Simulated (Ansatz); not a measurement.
MnHg: computed DOS

```
Mn Hg
1.0
     3.31500    0.00000    0.00000
     0.00000    3.31500    0.00000
     0.00000    0.00000    3.31500
Mn Hg
1 1
Cartesian
  1.6575 1.6575 1.6575
  0.0000 0.0000 0.0000
```

The cell is COD entry 1522376, as deposited and not checked against the literature; nothing was relaxed.

The magnetic state is the one reached from the start moments; no search over orders was made, so it needn't be the ground state.

Spin–orbit coupling is left out, though it moves levels of the heavy atoms by tenths of an eV or more.

Level of theory: Ansatz 0.2.0, DFT, PBE, all-electron LAPW, scalar-relativistic.

The runs use a Γ-centred 11×11×11 k mesh, Fermi–Dirac smearing of 0.08 eV, basis error target 0.25 meV/atom, spin-polarised from start moments Mn1 4 μB, ending with a cell moment of 3.92 μB.

States per eV and cell, averaged over 0.4 eV, from -9.8 to 4.8 eV, with energies (bin centres) from the Fermi level; empty bins are left out. The partial columns, the largest 4 alone, are projections on Löwdin-orthogonalised atomic shells (those that the program's projection atoms carry: the occupied ones and, for some elements, an empty d or f shell; other empty shells have no column), summed over atoms of an element and both spins. Weights on diffuse s and p shells depend on that basis and aren't pure angular character.

```
E (eV)  spin-up  spin-down  Hg 5d  Mn 3d  Hg 6s  Mn 4s
  -9.7     0.00       0.00   0.00   0.00   0.00   0.00
  -9.3     0.06       0.03   0.00   0.00   0.04   0.04
  -8.9     0.11       0.09   0.01   0.00   0.10   0.08
  -8.5     0.43       0.23   0.31   0.01   0.19   0.14
  -8.1     3.29       3.15   5.46   0.13   0.49   0.34
  -7.7     4.06       3.79   7.35   0.18   0.18   0.11
  -7.3     3.58       4.02   7.30   0.15   0.10   0.03
  -6.9     1.22       1.40   2.37   0.04   0.14   0.06
  -6.5     0.54       0.51   0.79   0.02   0.15   0.08
  -6.1     0.23       0.20   0.13   0.02   0.18   0.09
  -5.7     0.31       0.23   0.13   0.04   0.24   0.10
  -5.3     0.40       0.33   0.16   0.08   0.36   0.10
  -4.9     0.38       0.30   0.11   0.14   0.35   0.05
  -4.5     0.33       0.24   0.07   0.18   0.27   0.03
  -4.1     0.23       0.20   0.04   0.14   0.16   0.06
  -3.7     0.37       0.21   0.04   0.27   0.12   0.12
  -3.3     1.60       0.17   0.07   1.31   0.08   0.20
  -2.9     3.01       0.17   0.10   2.79   0.05   0.12
  -2.5     3.34       0.21   0.07   3.18   0.06   0.12
  -2.1     3.14       0.28   0.10   3.03   0.05   0.14
  -1.7     0.34       0.50   0.03   0.39   0.05   0.16
  -1.3     0.52       0.75   0.03   0.63   0.07   0.20
  -0.9     0.47       0.58   0.03   0.51   0.08   0.15
  -0.5     0.39       0.64   0.02   0.52   0.08   0.12
  -0.1     0.36       0.98   0.02   0.85   0.08   0.09
   0.3     0.31       1.32   0.02   1.25   0.08   0.06
   0.7     0.23       2.46   0.03   2.29   0.04   0.09
   1.1     0.29       1.85   0.04   1.75   0.08   0.09
   1.5     0.29       2.24   0.04   2.09   0.10   0.09
   1.9     0.33       0.82   0.01   0.71   0.11   0.12
   2.3     0.34       1.02   0.01   0.78   0.12   0.17
   2.7     0.39       0.57   0.01   0.31   0.12   0.15
   3.1     0.33       0.40   0.01   0.18   0.10   0.12
   3.5     0.35       0.54   0.01   0.20   0.13   0.14
   3.9     0.40       0.49   0.01   0.15   0.10   0.16
   4.3     0.40       0.38   0.01   0.10   0.07   0.11
   4.7     0.43       0.37   0.01   0.07   0.05   0.13
```

Question: Which of the resolved shells contributes most within 0.3 eV of the Fermi level?

Answer: Mn 3d, with 69 % of all states there; Hg 6s follows with 5 %.

Question: Where is the centre of the filled Hg 5d states between -14 eV and the top of the filled states?

Answer: -7.39 eV from the Fermi level.
